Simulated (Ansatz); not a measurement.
CoSi (FeSi type, space group P2_13)

```xyz
8
Lattice="4.3831 0.0000 0.0000 0.0000 4.3831 0.0000 0.0000 0.0000 4.3831" Properties=species:S:1:pos:R:3 pbc="T T T"
Co     0.6383     0.6383     0.6383
Co     2.8298     1.5532     3.7448
Co     3.7448     2.8298     1.5532
Co     1.5532     3.7448     2.8298
Si     3.6978     3.6978     3.6978
Si     1.5063     2.8768     0.6852
Si     0.6852     1.5063     2.8768
Si     2.8768     0.6852     1.5063
```

The slice is a {210} plane (indices of the conventional cell) through the point (0.344, 0.656, 0.156) (fractional), spanned by u = [100] and v = [021] in vectors of this cell: u (4.38 Å) and v (9.80 Å, at 90° to u). It covers one period; positions are fractions (u, v).

All values below come from r2SCAN (plane waves to 500 eV, PAW, scalar-relativistic; Ansatz, a first-principles code). k mesh 11×11×11. Near the nuclei the fields are pseudised (PAW); where an atom keeps semicore shells as valence, they peak there. At this level the bands of CoSi touch or barely overlap. CoSi is run without spin polarisation. CoSi was relaxed with its symmetry unable to fall.

Q: Sketch the valence electron density on this plane as a map.

A: 
```
|-==-----=|
|====----=|
|==*#+--==|
|-=#%+-=+=|
|--=+=====|
|---=====-|
|+===--===|
|@#==--==#|
|@#======#|
|+=--=====|
|=----====|
|-----====|
|---======|
|--=======|
|==-.-=-==|
|===-==-==|
|=====---=|
|==-===--=|
|-===++===|
| -==++==-|
```
Scale: ten equal steps from -1.41 (start of ' ') to 0.89 (end of '@'), in the order ' .:-=+*#%@'. Values: log₁₀ of the valence density in e/Å³. The map has 9 points along u (one character each, u = 0 at the left) and 20 along v (v = 0 in the bottom row). The scale is logarithmic, as a density can span decades between atoms and voids.
